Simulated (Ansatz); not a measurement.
MoRh3:
```xyz
8
Lattice="5.4299 0.0000 0.0000 -2.7150 4.7024 0.0000 0.0000 0.0000 4.3203" Properties=species:S:1:pos:R:3 pbc="T T T"
Mo     0.0000     3.1350     1.0801
Mo     2.7150     1.5675     3.2402
Rh     2.7150     3.1345     1.0801
Rh    -1.3571     3.9185     3.2402
Rh     1.3579     0.7840     1.0801
Rh     0.0000     1.5679     3.2402
Rh     4.0721     0.7840     1.0801
Rh     1.3571     3.9185     3.2402
```

Relaxed with PBEsol.

Map the electron localisation function on the plane through (0.333, 0.667, 0.250) spanned by u = [1, 1, 0] and v = [1, -1, 0] in lattice vectors, from the program Ansatz at the PBEsol level (PAW).

x is the fraction of u, y of v (the angle between them is 90°; rows are the nearest grid lines); atoms in the plane: Mo at (0.00, 0.00), Mo at (0.50, 0.50), Rh at (0.25, 0.25), Rh at (0.75, 0.75), Rh at (0.25, 0.75), Rh at (0.75, 0.25), Rh at (0.00, 0.50), Rh at (0.50, 1.00).
```
|.=%@+. ..-*@@@@@@*-.. .+@%=.|
|@@@#:  :..-*%@@%*-..:  :#@@@|
|##+:  .:. .:=**=:. .:.  :+##|
|   .........    .........   |
|.. .-+**+-.  ..  .-+**+-. ..|
|. .=#@@@@%*: .. :*%@@@@#=. .|
|. .+%@@@@@#- .. -#@@@@@%+. .|
|.. :+%%@%#=. .. .=#%@%%+: ..|
|.... .................. ....|
|... .....   .::.   ..... ...|
|*+=.  ..   =*%%*=   ..  .=+*|
|@@@#-... :#@%++%@#: ...-#@@@|
|@@@#=... :#@%++%@#: ...=#@@@|
|*+-. .::  .=*##*=.  ::. .-+*|
|..  ..:::.  ....  .:::..  ..|
|...  ..::..........::..  ...|
|.  :+%@@%#=. .. .=#%@@%+:  .|
|. .+%@@@@@#- .. -#@@@@@%+. .|
|. .=%@@@@%*: .. :*%@@@@%=. .|
|::..-+**+-. .... .-+**+-..::|
|   ...   ....  ....   ...   |
|%#+:  ... .-+**+-. ...  :+#%|
|@@@*:  . .-*%@@%*-. .  :*@@@|
|.=%@+. ..-*@@@@@@*-.. .+@%=.|
```
Scale: ten equal steps from 0.186 (start of ' ') to 0.776 (end of '@'), in the order ' .:-=+*#%@'; x runs from 0.000 to 1.00, y from 0.000 (bottom) to 1.00 (top).

The density is the valence pseudo-density with augmentation charge, so density and ELF within about 1 Å of a nucleus are not all-electron values.

Space group P6_3/mmc. The workflow started from an entry of the Crystallography Open Database (COD). Whether it is the stable phase at ambient conditions was not checked. The cell was relaxed with PBEsol under the symmetry of its start; its stability against distortions is not shown here. The run is not spin-polarised.

Potentials: the later of the program's two PAW sets.
